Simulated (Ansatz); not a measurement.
Relaxed-ion elastic tensor of SiC in space group P6_222 (No. 180; Si on 3d, C on 3c) in GPa (Voigt order), DFT-PBE in the program Ansatz with PAW potentials; density 3.43 g/cm³, 9.70 Å³ per atom.

```
 440  84.7  94.8   0.0   0.0   0.0
84.7   440  94.8   0.0   0.0   0.0
94.8  94.8   589   0.0   0.0   0.0
 0.0   0.0   0.0   199   0.0   0.0
 0.0   0.0   0.0   0.0   199   0.0
 0.0   0.0   0.0   0.0   0.0   177
```

### Question
Is the crystal mechanically stable?

### Answer
Yes: the smallest eigenvalue of C is 177 GPa.

### Question
Work out the Voigt, Reuss and Hill averages.

### Answer
K_V = 224, K_R = 220, K_H = 222; G_V = 195, G_R = 193, G_H = 194 GPa.

### Question
Give Young's modulus, Poisson's ratio, Pugh's ratio and the universal anisotropy index.

### Answer
E = 9KG/(3K + G) = 450 GPa; ν = 0.16; K/G = 1.15 (brittle by the Pugh limit of 1.75); A_U = 5G_V/G_R + K_V/K_R − 6 = 0.07.

### Question
Estimate the sound speeds and the Debye temperature.

### Answer
v_l = √((K + 4G/3)/ρ) = 11800 m/s, v_t = √(G/ρ) = 7510 m/s, mean 8260 m/s; Θ = (h/k)(3n/4πV)^(1/3) v_m = 1150 K.

### Question
How much does each axis shrink under pressure?

### Answer
Linear compressibilities β_i = Σ_j S_ij (j = 1 to 3): x 1.7, y 1.7, z 1.2 per TPa.

A made-up cell: these elements were put on the sites of a structure type; neither database checked (COD, Materials Project) lists it. It is not the phase usual at ambient conditions (space group No. 186, 216). Symmetry was held in the PBE relaxation; phonons on a q-mesh show no instability.

Potentials: the later of the program's two PAW sets.
